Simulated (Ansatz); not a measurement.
Input and output for GaAs (zincblende type): DFT, LDA, PAW with Ansatz's default frozen-core files, scalar-relativistic (Ansatz 0.2.0). This run: bulk in the slab's orientation.

The cell comes from a relaxation on PAW files under the same functional, begun from a prototype that needn't be the stable phase.

Command: `ansatz run input.yaml --threads 2 --pin off --max-ram 4096MiB --backend cpu --events-out ev --progress --plain --runs-dir out` It took 3 s on 2 threads of Intel(R) Xeon(R) Platinum 8488C (Sapphire Rapids), on a shared host, peak memory 0.38 GiB.

```yaml
crystal:
  lattice:
    - [-2.8015228648, 2.8015228648, 0.0]
    - [0.0, 0.0, 5.6030457296]
    - [2.8015228648, 2.8015228648, 0.0]
  atoms:
    - { symbol: Ga, position: [0.0, 0.0, 0.0] }
    - { symbol: Ga, position: [0.5, 0.5, 0.5] }
    - { symbol: As, position: [0.0, 0.25, 0.5] }
    - { symbol: As, position: [0.5, 0.75, 0.0] }
kpoints:
  mp_grid: { grid: [7, 5, 7] }
scf:
  occupations: { method: fermi_dirac, width: 0.02 }
hamiltonian:
  xc: lda
  pseudopotentials: { kind: paw }
output:
  forces: true
  stress: true
  eigenvalues: true
```

Output:

```
Engine: ansatz 0.2.0
Pseudopotentials: kind: paw
Pseudopotential: Ga, paw, valence charge 13, recommended cutoff 420 eV (normal), Ga.paw.azcp
Pseudopotential: As, paw, valence charge 15, recommended cutoff 420 eV (normal), As.paw.azcp
Functional definition: SPW92
  exchange = slater_x
  correlation = pw_c
Crystal: 4 atoms, lattice volume = 87.951 Å³
Basis set: ecut = 420 eV, 1715 PW (Γ)
Bands: 34, of which v1, the nominal top of the filled ones, is band 28 counted from 1 (27 counted from 0)
Symmetry: 16 space group operations
Space group: F-43m (ITA 216), of the structure as read, at distance tolerance 4.4e-5 Å
k-points: 30 of 245 (time reversal used)
Non-local potential: Ga, projectors of the file, l = 0: 2, l = 1: 2, l = 2: 3, l = 3: 1
Non-local potential: As, projectors of the file, l = 0: 2, l = 1: 2, l = 2: 3, l = 3: 1
PAW form: soft (Blöchl's): semilocal exchange-correlation on the pseudo side does not see the compensation charge
PAW frozen core: Ga, regenerated for the run's functional, and the local potential with it (the file was generated under x = pbe(κ = 0.804, μ = 0.2195149727645171), c = pbe(β = 0.06672455060314922))
PAW frozen core: As, regenerated for the run's functional, and the local potential with it (the file was generated under x = pbe(κ = 0.804, μ = 0.2195149727645171), c = pbe(β = 0.06672455060314922))
PAW one-centre angular grid: Ga, 590 points (default); XC on 64 Gauss nodes
PAW one-centre angular grid: As, 590 points (default); XC on 64 Gauss nodes
Initial density: superposition of atomic densities (neutral atoms: chi_scale 0, normalization atom), corrected by the library's trained network
Initial wavefunctions: pseudopotential atomic-orbital guess
Functional: x = slater, c = lda
SCF iter   1: F=—  HF=-16962.593564 eV  |F-HF|=—  |Δ(HF+E_count)|=         —  Δρ=5.10e-3  dr2=1.46e-2  ethr=1.77e-3  ⟨swp⟩=6.4  Hψ=3821  notcnv=0
preconditioner: auto → Resta (q_TF=auto, 2.531 Å⁻¹)  ε∞=3.6  [insulator: Δε(μ)=0.461 eV  Ē_g=14.776 eV  σ=0.020 eV  W_gap=1.00  n_scr=28 (ndim 8)  ℏωp=23.8 eV  f_vac=0.081  D(μ)=0.00/eV (n_scr^D=0)  ε∞_Penn≈3.6]
SCF iter   2: F=—  HF=-16962.587589 eV  |F-HF|=—  |Δ(HF+E_count)|=   5.97e-3  Δρ=2.89e-3  dr2=3.79e-3  ethr=2.61e-5  ⟨swp⟩=2.7  Hψ=2054  notcnv=0  defer=50
SCF iter   3: F=—  HF=-16962.587179 eV  |F-HF|=—  |Δ(HF+E_count)|=   4.10e-4  Δρ=6.01e-4  dr2=2.97e-4  ethr=6.76e-6  ⟨swp⟩=2.0  Hψ=1304  notcnv=0  defer=20
automatic band count: iteration 3 solves 33 bands in place of 34: the levels show a gap, and the empty bands left out lie too high to hold charge; the band table lists the bands solved (type scf.n_extra_bands for more)
SCF iter   4: F=—  HF=-16962.587082 eV  |F-HF|=—  |Δ(HF+E_count)|=   9.75e-5  Δρ=2.41e-4  dr2=5.16e-5  ethr=5.31e-7  ⟨swp⟩=2.3  Hψ=1615  notcnv=0  defer=20
SCF iter   5: F=—  HF=-16962.587065 eV  |F-HF|=—  |Δ(HF+E_count)|=   1.67e-5  Δρ=9.51e-5  dr2=9.30e-6  ethr=9.22e-8  ⟨swp⟩=2.3  Hψ=1404  notcnv=0  defer=20
SCF iter   6: F=—  HF=-16962.587067 eV  |F-HF|=—  |Δ(HF+E_count)|=   2.09e-6  Δρ=1.54e-5  dr2=2.44e-7  ethr=1.66e-8  ⟨swp⟩=2.0  Hψ=1174  notcnv=0  defer=20
SCF iter   7: F=-16962.587067 eV  HF=-16962.587067 eV  |F-HF|=2.51e-8  |Δ(HF+E_count)|=   5.75e-8  Δρ=4.17e-6  dr2=9.04e-9  ethr=1.79e-10  ⟨swp⟩=6.4  Hψ=3984  notcnv=0
SCF 1 converged in 7 iterations: F = -16962.587067 eV  dr2 = 9.04e-9
  greatest PAW one-centre occupation: 0.999 electrons in one spin orbital (limit 2), on the As atom at site 3 (counted from 0), in its partial waves of l = 2
SCF converged after 7 iterations
Free energy (F): -16962.587067 eV
Harris-Foulkes:  -16962.587067 eV  (|F-HF|=2.51e-8)
Internal energy: -16962.587067 eV  (E = F + TS)
E sigma→0 (E₀):  -16962.587067 eV
Entropy (-TS):   -0.000000 eV (-0.000 meV/atom)
Fermi energy:    8.496603 eV
--- Per-component energies (eV) ---
  E_band       = -629.889153
  E_kinetic    = 441.903103
  E_local      = -7775.076567  (includes V_loc(G=0)·N_el)
  E_nonlocal   = -477.140364
  E_hartree    = 3916.346132
  E_xc         = -296.643172
  E_vxc        = -277.815777  (∫ρ·V_xc dr)
  E_paw        = -7333.332198  (= ΣΔE_a)
  E_vpaw       = -374.447643  (= ΣTr[D̂ρ^β])
  E_aug_tail   = -0.000214  (compensation charges beyond the density's cutoff)
  E_ewald      = -5446.251208
  E_core_change = 7.607420  (= ΣΔE_core)
  E_smearing   = -0.000000  (= −TS)
  E_closure    = -0.000000  (closes the sum)
  Σ components = -16962.587067   (vs F -16962.587067, Δ=0.00e0)
--- Forces (eV/Å), atoms counted from 1 ---
  atom   1  Ga    -0.00000000     0.00000000    -0.00000000
  atom   2  Ga    -0.00000000     0.00000000     0.00000000
  atom   3  As     0.00000000    -0.00000000    -0.00000000
  atom   4  As     0.00000000    -0.00000000     0.00000000
  max |Σ_I F_I| component: 2.86e-17 eV/Å
--- Stress (GPa, compression-positive) ---
        0.028104      -0.000000      -0.000000
        0.000000       0.028104       0.000000
       -0.000000       0.000000      -0.092184
  P = ⅓ Tr σ = -0.0120 GPa (-0.120 kbar)
--- Band table (eV; the first three rows and the last of 30) ---
  k-point 0: bands = ["-27.0837", "-27.0837", "-27.0836", "-27.0827", "-27.0817", "-27.0817", "-27.0736", "-27.0730", "-27.0716", "-27.0705", "-6.8304", "-6.7089", "-6.7089", "-6.7085", "-6.6551", "-6.6551", "-6.6532", "-6.6243", "-6.6236", "-6.6104", "-4.7374", "-2.1261", "1.2423", "5.4622", "5.4622", "8.2413", "8.2424", "8.2424", "8.7288", "9.5426", "9.7854", "11.9360", "11.9362"]
  k-point 1: bands = ["-27.0837", "-27.0836", "-27.0834", "-27.0825", "-27.0818", "-27.0818", "-27.0735", "-27.0729", "-27.0716", "-27.0706", "-6.8259", "-6.7229", "-6.7061", "-6.7038", "-6.6626", "-6.6576", "-6.6470", "-6.6246", "-6.6238", "-6.6128", "-4.5719", "-2.1131", "1.3086", "4.7858", "5.6078", "6.4629", "7.6964", "8.1559", "9.7930", "9.9721", "10.9815", "11.9754", "12.0950"]
  k-point 2: bands = ["-27.0836", "-27.0833", "-27.0828", "-27.0823", "-27.0821", "-27.0820", "-27.0732", "-27.0728", "-27.0716", "-27.0709", "-6.8155", "-6.7535", "-6.6983", "-6.6940", "-6.6731", "-6.6648", "-6.6370", "-6.6265", "-6.6227", "-6.6185", "-4.1016", "-2.2145", "1.5021", "4.1283", "4.5788", "6.0224", "6.4836", "7.8525", "10.2028", "10.6644", "12.4256", "12.5733", "13.4857"]
  k-point 29: bands = ["-27.0836", "-27.0836", "-27.0827", "-27.0827", "-27.0808", "-27.0808", "-27.0724", "-27.0724", "-27.0717", "-27.0716", "-6.8166", "-6.8157", "-6.6747", "-6.6742", "-6.6625", "-6.6621", "-6.6365", "-6.6361", "-6.6197", "-6.6192", "-2.2240", "-2.1392", "1.4724", "1.5725", "4.2715", "4.5042", "5.2092", "5.3941", "11.2282", "12.0941", "12.3598", "13.2770", "13.6225"]
```

Next run, as changes to the input before:

```diff
   lattice:
-    - [-2.8015228648, 2.8015228648, 0.0]
-    - [0.0, 0.0, 5.6030457296]
-    - [2.8015228648, 2.8015228648, 0.0]
+    - [3.9619516307, 0.0, 0.0]
+    - [0.0, 5.6030457296, 0.0]
+    - [0.0, 0.0, 19.962]
   atoms:
-    - { symbol: Ga, position: [0.0, 0.0, 0.0] }
-    - { symbol: Ga, position: [0.5, 0.5, 0.5] }
-    - { symbol: As, position: [0.0, 0.25, 0.5] }
-    - { symbol: As, position: [0.5, 0.75, 0.0] }
+    - { symbol: Ga, position: [0.25, 0.125, 0.4007626583] }
+    - { symbol: As, position: [0.75, 0.875, 0.4007626583] }
+    - { symbol: Ga, position: [0.75, 0.625, 0.5] }
+    - { symbol: As, position: [0.25, 0.375, 0.5] }
+    - { symbol: Ga, position: [0.25, 0.125, 0.5992373417] }
+    - { symbol: As, position: [0.75, 0.875, 0.5992373417] }
 kpoints:
-  mp_grid: { grid: [7, 5, 7] }
+  mp_grid: { grid: [7, 5, 1] }
 scf:
   eigenvalues: true
+  populations: true
+efield:
+  axis: 3
+  amplitude: 0
+  dipole_correction: true
```

Results part of the output:

```
SCF 1 converged in 8 iterations: F = -25440.271259 eV  dr2 = 6.68e-8
  greatest PAW one-centre occupation: 0.999 electrons in one spin orbital (limit 2), on the As atom at site 5 (counted from 0), in its partial waves of l = 2
SCF converged after 8 iterations
Free energy (F): -25440.271259 eV
Harris-Foulkes:  -25440.271259 eV  (|F-HF|=6.36e-9)
Internal energy: -25440.260019 eV  (E = F + TS)
E sigma→0 (E₀):  -25440.265639 eV
Entropy (-TS):   -0.011241 eV (-1.873 meV/atom)
Fermi energy:    -1.078124 eV
Dipole field:    D = -0.000004 V/Å  (p = -0.000010 e·Å, saw-weighted, corrected)
Work function:   Φ+ = 5.0068 eV   Φ− = 5.0068 eV
Levels:          The Fermi level and band energies are counted from a zero that moves with the ramp; work functions are not
--- Per-component energies (eV) ---
  E_band       = -1710.889569
  E_kinetic    = 656.508376
  E_local      = -60692.434392  (includes V_loc(G=0)·N_el)
  E_nonlocal   = -719.433026
  E_hartree    = 30004.150350
  E_xc         = -441.044369
  E_vxc        = -411.238690  (∫ρ·V_xc dr)
[... lines left out ...]
  max |Σ_I F_I| component: 3.98e-6 eV/Å
--- Stress (GPa, compression-positive) ---
       -0.780822      -0.000000      -0.000000
       -0.000000      -0.955576      -0.000001
       -0.000000      -0.000001       0.592115
  P = ⅓ Tr σ = -0.3814 GPa (-3.814 kbar)
--- Band table (eV; the first three rows and the last of 12) ---
  k-point 0: bands = ["-36.6265", "-36.6205", "-36.6125", "-36.6028", "-36.5952", "-36.0590", "-36.0588", "-36.0552", "-36.0551", "-35.9980", "-35.9974", "-35.9724", "-35.9723", "-35.9618", "-35.9615", "-16.1527", "-16.0874", "-16.0772", "-16.0654", "-16.0350", "-16.0225", "-16.0183", "-16.0119", "-15.9765", "-15.9761", "-15.9706", "-15.9465", "-15.9427", "-15.9375", "-15.9253", "-13.4071", "-11.8406", "-11.2421", "-7.6279", "-6.0337", "-4.1731", "-3.9193", "-3.2861", "-2.6158", "-1.9630", "-1.7386", "-1.1923", "-0.7575", "0.8653", "0.9052", "1.8252", "2.0235", "2.6335", "3.3167", "3.7073", "3.8013"]
  k-point 1: bands = ["-36.6265", "-36.6205", "-36.6125", "-36.6028", "-36.5952", "-36.0590", "-36.0588", "-36.0552", "-36.0551", "-35.9980", "-35.9974", "-35.9724", "-35.9723", "-35.9618", "-35.9615", "-16.1494", "-16.0882", "-16.0807", "-16.0637", "-16.0360", "-16.0218", "-16.0189", "-16.0118", "-15.9781", "-15.9766", "-15.9722", "-15.9481", "-15.9433", "-15.9356", "-15.9253", "-13.2701", "-11.8088", "-11.5495", "-7.2791", "-6.4352", "-4.2297", "-3.6222", "-3.1463", "-2.6573", "-1.9403", "-1.5628", "-1.4726", "-0.3260", "0.4046", "1.0787", "1.3725", "1.9259", "2.7367", "3.6357", "3.8339", "3.9722"]
  k-point 2: bands = ["-36.6265", "-36.6205", "-36.6125", "-36.6028", "-36.5952", "-36.0590", "-36.0588", "-36.0552", "-36.0551", "-35.9980", "-35.9974", "-35.9724", "-35.9723", "-35.9618", "-35.9615", "-16.1431", "-16.0893", "-16.0877", "-16.0612", "-16.0376", "-16.0205", "-16.0197", "-16.0117", "-15.9801", "-15.9773", "-15.9750", "-15.9497", "-15.9442", "-15.9331", "-15.9254", "-12.9066", "-12.1433", "-11.7551", "-6.8848", "-6.5915", "-5.0036", "-2.8592", "-2.7698", "-2.1578", "-2.0499", "-1.9026", "-1.2591", "-0.6937", "-0.1577", "1.4167", "1.5338", "1.7712", "2.7336", "4.1241", "4.1429", "4.3502"]
  k-point 11: bands = ["-36.6257", "-36.6205", "-36.6128", "-36.6033", "-36.5944", "-36.0581", "-36.0578", "-36.0556", "-36.0556", "-35.9979", "-35.9973", "-35.9728", "-35.9726", "-35.9612", "-35.9608", "-16.1482", "-16.0987", "-16.0860", "-16.0603", "-16.0538", "-16.0409", "-16.0171", "-15.9966", "-15.9945", "-15.9689", "-15.9623", "-15.9522", "-15.9372", "-15.9351", "-15.9106", "-12.0204", "-11.4353", "-10.8936", "-7.5828", "-7.3244", "-7.2177", "-4.1941", "-3.9237", "-3.5152", "-3.0487", "-2.2394", "-1.1269", "-1.0662", "0.3126", "1.7895", "2.7557", "3.0237", "3.6882", "3.9752", "4.4846", "4.8633"]
--- Löwdin populations: 6 sites ---
  site symbol       q [e]
     0     Ga     12.8345
     1     As     15.0937
     2     Ga     12.9853
     3     As     14.9684
     4     Ga     12.8345
     5     As     15.0937
  spilling = 0.002262 (of n_electrons = 84.000000)
```

Next run (atoms relaxed), as changes to the input before:

```diff
   eigenvalues: true
-  populations: true
+relax:
+  f_tol: 0.01
+  max_steps: 40
 efield:
```

Results part of the output:

```
Warning: output.stress: scf.convergence.dr2_threshold = 1e-7 eV (the SCF's general default) is looser than the 6e-10 eV advised for a printed stress (1e-10 eV for each atom of the cell: 6). What an SCF threshold leaves in a stress goes as its square root, and in the free energy as the threshold itself, and one threshold admits the most on a small cell: of the crystals measured, under no hybrid fun
SCF converged after 5 iterations
Free energy (F): -25441.552433 eV
Harris-Foulkes:  -25441.552433 eV  (|F-HF|=2.00e-9)
Internal energy: -25441.552377 eV  (E = F + TS)
E sigma→0 (E₀):  -25441.552405 eV
Entropy (-TS):   -0.000056 eV (-0.009 meV/atom)
Fermi energy:    -1.101808 eV
Dipole field:    D = 0.000008 V/Å  (p = 0.000020 e·Å, saw-weighted, corrected)
Work function:   Φ+ = 5.0587 eV   Φ− = 5.0589 eV
Levels:          The Fermi level and band energies are counted from a zero that moves with the ramp; work functions are not
--- Per-component energies (eV) ---
  E_band       = -1713.337988
[... lines left out ...]
  k-point 0: bands = ["-36.5369", "-36.5330", "-36.5262", "-36.5018", "-36.4943", "-36.0503", "-36.0501", "-36.0401", "-36.0400", "-36.0109", "-36.0108", "-35.9944", "-35.9943", "-35.9841", "-35.9840", "-16.2394", "-16.1927", "-16.1864", "-16.1046", "-16.0956", "-16.0936", "-16.0773", "-16.0540", "-16.0503", "-16.0348", "-15.9849", "-15.9465", "-15.9108", "-15.8918", "-15.8828", "-13.3710", "-11.9700", "-11.3406", "-7.4863", "-5.5079", "-5.0706", "-3.8474", "-3.3155", "-2.3058", "-2.2128", "-2.1248", "-1.2147", "-0.0668", "0.3097", "1.3100", "1.4972", "2.4489", "2.7371", "3.3539", "3.4510", "3.8101"]
  k-point 1: bands = ["-36.5369", "-36.5330", "-36.5262", "-36.5018", "-36.4943", "-36.0503", "-36.0501", "-36.0401", "-36.0400", "-36.0109", "-36.0108", "-35.9944", "-35.9942", "-35.9841", "-35.9840", "-16.2436", "-16.1933", "-16.1855", "-16.1047", "-16.0934", "-16.0898", "-16.0776", "-16.0531", "-16.0488", "-16.0350", "-15.9895", "-15.9480", "-15.9117", "-15.8910", "-15.8824", "-13.2313", "-11.9485", "-11.6214", "-7.3459", "-5.8580", "-4.9243", "-3.4769", "-3.1674", "-2.5141", "-2.1085", "-2.0140", "-1.4937", "0.1512", "0.4454", "0.9700", "1.6159", "2.2365", "2.4080", "3.5611", "3.8613", "3.9554"]
  k-point 2: bands = ["-36.5369", "-36.5330", "-36.5262", "-36.5018", "-36.4943", "-36.0503", "-36.0501", "-36.0401", "-36.0400", "-36.0109", "-36.0108", "-35.9944", "-35.9942", "-35.9841", "-35.9840", "-16.2498", "-16.1941", "-16.1841", "-16.1049", "-16.0930", "-16.0800", "-16.0781", "-16.0515", "-16.0464", "-16.0353", "-15.9976", "-15.9505", "-15.9132", "-15.8899", "-15.8817", "-12.8397", "-12.2141", "-11.9129", "-7.1285", "-6.2577", "-4.8149", "-3.0538", "-2.7544", "-2.4239", "-2.0980", "-2.0817", "-1.6709", "-0.4137", "0.5628", "1.0281", "2.0259", "2.1234", "2.5030", "3.7209", "3.7444", "3.9949"]
  k-point 11: bands = ["-36.5369", "-36.5327", "-36.5266", "-36.5006", "-36.4946", "-36.0490", "-36.0488", "-36.0404", "-36.0404", "-36.0114", "-36.0113", "-35.9943", "-35.9942", "-35.9838", "-35.9836", "-16.2287", "-16.1695", "-16.1650", "-16.1331", "-16.1319", "-16.0991", "-16.0938", "-16.0663", "-16.0627", "-15.9961", "-15.9856", "-15.9441", "-15.9016", "-15.8953", "-15.8844", "-11.9443", "-11.4526", "-11.0415", "-7.9386", "-7.1865", "-7.1402", "-4.2368", "-4.0310", "-3.5057", "-3.0350", "-2.0735", "-1.9343", "-0.3685", "1.0848", "1.6606", "2.0617", "2.3407", "3.6205", "3.9716", "4.2718", "4.7104"]
--- Relaxed structure (7 steps of the walk, 7 accepted, 0 SCFs on fresh bases) ---
  F+E_penalty+E_count = -25441.55243344 eV   max|allowed force component| = 1.098e-3 eV/Å
  atoms:
    - { symbol: Ga, position: [0.25, 0.08757177403597341, 0.419481234813733] }
    - { symbol: As, position: [0.75, 0.869708761252083, 0.3890043634628445] }
    - { symbol: Ga, position: [0.75, 0.6726474700638113, 0.49999530520595137] }
    - { symbol: As, position: [0.25, 0.412781037840612, 0.5000029257199544] }
    - { symbol: Ga, position: [0.25, 0.08758064406316042, 0.5805270258218787] }
    - { symbol: As, position: [0.75, 0.8697103127443602, 0.6109891449756382] }
```

Next run (no images along the normal), as changes to the input before:

```diff
   atoms:
-    - { symbol: Ga, position: [0.25, 0.125, 0.4007626583] }
-    - { symbol: As, position: [0.75, 0.875, 0.4007626583] }
-    - { symbol: Ga, position: [0.75, 0.625, 0.5] }
-    - { symbol: As, position: [0.25, 0.375, 0.5] }
-    - { symbol: Ga, position: [0.25, 0.125, 0.5992373417] }
-    - { symbol: As, position: [0.75, 0.875, 0.5992373417] }
+    - { symbol: Ga, position: [0.25, 0.087571774, 0.4194812348] }
+    - { symbol: As, position: [0.75, 0.8697087613, 0.3890043635] }
+    - { symbol: Ga, position: [0.75, 0.6726474701, 0.4999953052] }
+    - { symbol: As, position: [0.25, 0.4127810378, 0.5000029257] }
+    - { symbol: Ga, position: [0.25, 0.0875806441, 0.5805270258] }
+    - { symbol: As, position: [0.75, 0.8697103127, 0.610989145] }
+  periodic: [true, true, false]
 kpoints:
   eigenvalues: true
-relax:
-  f_tol: 0.01
-  max_steps: 40
-efield:
-  axis: 3
-  amplitude: 0
-  dipole_correction: true
```

Results part of the output:

```
Warning: crystal.periodic: the lattice vector that does not repeat stood 0.000° off the slab's normal, 19.962 Å along it as the deck builds it. The run solves the slab on a vector along the normal, 32.663 Å long, with every atom where it was (on the deck's vector they left 15.53 Å outside them, and the widest stretch free of ions among them is 1.61 Å). A fractional position that the run reports is
Warning: the atoms were moved onto the symmetric positions of the space group found under crystal.symmetry.tolerance 1.0e-5 (fractional; no operation is sought that the atoms, as they stand in a round, miss by more than twice it, and no atom is moved by as much as it), and the run uses the moved positions. Before a round's move an operation carried an atom to 1.87e-4 Å from where it should land, t
SCF 1 converged in 8 iterations: F = -25441.552412 eV  dr2 = 8.35e-9
  greatest PAW one-centre occupation: 0.999 electrons in one spin orbital (limit 2), on the As atom at site 5 (counted from 0), in its partial waves of l = 2
SCF converged after 8 iterations
Free energy (F): -25441.552412 eV
Harris-Foulkes:  -25441.552412 eV  (|F-HF|=4.87e-10)
Internal energy: -25441.552355 eV  (E = F + TS)
E sigma→0 (E₀):  -25441.552383 eV
Entropy (-TS):   -0.000056 eV (-0.009 meV/atom)
[... lines left out ...]
       -1.885751       0.000000       0.000000
        0.000000      -1.430961       0.000000
        0.000000       0.000000       0.000000
  P = ½ c Tr σ = -1.6584 N/m
--- Band table (eV; the first three rows and the last of 12) ---
  k-point 0: bands = ["-40.4940", "-40.4901", "-40.4833", "-40.4589", "-40.4514", "-40.0073", "-40.0072", "-39.9971", "-39.9971", "-39.9679", "-39.9679", "-39.9514", "-39.9513", "-39.9411", "-39.9410", "-20.1964", "-20.1496", "-20.1434", "-20.0615", "-20.0525", "-20.0506", "-20.0343", "-20.0110", "-20.0072", "-19.9918", "-19.9419", "-19.9035", "-19.8678", "-19.8488", "-19.8398", "-17.3280", "-15.9270", "-15.2976", "-11.4433", "-9.4649", "-9.0275", "-7.8044", "-7.2725", "-6.2628", "-6.1698", "-6.0818", "-5.1717", "-4.0238", "-3.6473", "-2.6470", "-2.4597", "-1.5085 (-1.5085°)", "-1.2186 (-1.2186°)", "-0.6031 (-0.6031°)", "-0.5060", "-0.2320"]
  k-point 1: bands = ["-40.4940", "-40.4901", "-40.4833", "-40.4589", "-40.4514", "-40.0073", "-40.0072", "-39.9971", "-39.9971", "-39.9679", "-39.9679", "-39.9514", "-39.9513", "-39.9411", "-39.9410", "-20.2006", "-20.1502", "-20.1424", "-20.0617", "-20.0503", "-20.0468", "-20.0346", "-20.0100", "-20.0057", "-19.9920", "-19.9465", "-19.9050", "-19.8687", "-19.8480", "-19.8394", "-17.1883", "-15.9055", "-15.5783", "-11.3029", "-9.8150", "-8.8813", "-7.4339", "-7.1244", "-6.4711", "-6.0655", "-5.9710", "-5.4507", "-3.8058", "-3.5116", "-2.9870", "-2.3411", "-1.7206 (-1.7206°)", "-1.5485 (-1.5485°)", "-0.3959 (-0.3959°)", "-0.1345", "0.0618"]
  k-point 2: bands = ["-40.4940", "-40.4901", "-40.4833", "-40.4589", "-40.4514", "-40.0073", "-40.0072", "-39.9971", "-39.9971", "-39.9679", "-39.9679", "-39.9514", "-39.9513", "-39.9411", "-39.9410", "-20.2068", "-20.1511", "-20.1411", "-20.0619", "-20.0500", "-20.0369", "-20.0350", "-20.0085", "-20.0033", "-19.9922", "-19.9546", "-19.9075", "-19.8702", "-19.8469", "-19.8387", "-16.7967", "-16.1710", "-15.8699", "-11.0855", "-10.2147", "-8.7719", "-7.0108", "-6.7114", "-6.3809", "-6.0550", "-6.0387", "-5.6279", "-4.3707", "-3.3942", "-2.9289", "-1.9310", "-1.8336", "-1.4539", "-0.2343", "-0.2126", "0.0330"]
  k-point 11: bands = ["-40.4939", "-40.4898", "-40.4837", "-40.4576", "-40.4517", "-40.0060", "-40.0058", "-39.9975", "-39.9975", "-39.9684", "-39.9684", "-39.9513", "-39.9512", "-39.9408", "-39.9407", "-20.1857", "-20.1265", "-20.1219", "-20.0901", "-20.0888", "-20.0560", "-20.0507", "-20.0232", "-20.0196", "-19.9531", "-19.9425", "-19.9011", "-19.8586", "-19.8523", "-19.8414", "-15.9013", "-15.4096", "-14.9985", "-11.8956", "-11.1435", "-11.0972", "-8.1938", "-7.9880", "-7.4627", "-6.9920", "-6.0305", "-5.8913", "-4.3255", "-2.8722", "-2.2964", "-1.8953", "-1.6162", "-0.3365", "0.0146", "0.3149", "0.7528"]
  ° read free of the cell's end (the report's vacuum.weakly_bound_levels)
```

The PAW files were made under PBE.
